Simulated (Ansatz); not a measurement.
### Question
HfO$_{2}$ in space group Pca2_1 (No. 29; Hf on 4a, O on 4a, O on 4a) is relaxed with plane-wave PAW PBE (Ansatz code). What lattice parameters of the conventional cell result?

### Answer
a = 5.294 Å, b = 5.070 Å, c = 5.102 Å.

### Question
Give the free coordinates with the occupied sites.

### Answer
In one choice of origin and axes:

```
atom  site  symmetry       x       y       z
----  ----  --------  ------  ------  ------
Hf      4a         1  0.0326  0.2663  0.2400
O       4a         1  0.3654  0.0676  0.3832
O       4a         1  0.2292  0.5372  0.4898
```

### Question
Is it a metal or does it have a gap at this level?

### Answer
A gap of 4.37 eV, indirect.

The cell was relaxed with PBE under the symmetry of its start. The run is not spin-polarised. Spin–orbit coupling is left out wherever it is not named.

Potentials: the earlier of the program's two PAW sets.
